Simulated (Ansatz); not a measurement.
TaAs₂:
```
CELL_PARAMETERS angstrom
      4.66897     1.69721     0.00000
     -4.66897     1.69721     0.00000
     -3.85622     0.00000     6.74446
ATOMIC_POSITIONS crystal
  Ta 0.84248 0.15752 0.80393
  Ta 0.15752 0.84248 0.19607
  As 0.13914 0.86086 0.52724
  As 0.86086 0.13914 0.47276
  As 0.59440 0.40560 0.89296
  As 0.40560 0.59440 0.10704
```

Relaxed with HSE06.

**Question.** Give the Bader charges and basin volumes of the independent atoms, HSE06 in the plane-wave PAW code Ansatz.

**Answer.** 

```tsv
atom	Bader charge (e)	Bader volume (Å³)
Ta1	+1.38	13.8
As3	-0.51	19.5
As5	-0.87	20.1
```

Space group C2/m. The workflow started from a Materials Project entry (that database holds measured and hypothetical structures alike); the Crystallography Open Database copy checked does not list it. Its standing as an ambient phase is unchecked. The cell was relaxed with HSE06 under the symmetry of its start; its stability against distortions is not shown here. No spin polarisation was allowed. Spin–orbit coupling is left out wherever it is not named.

Potentials: the later of the program's two PAW sets.
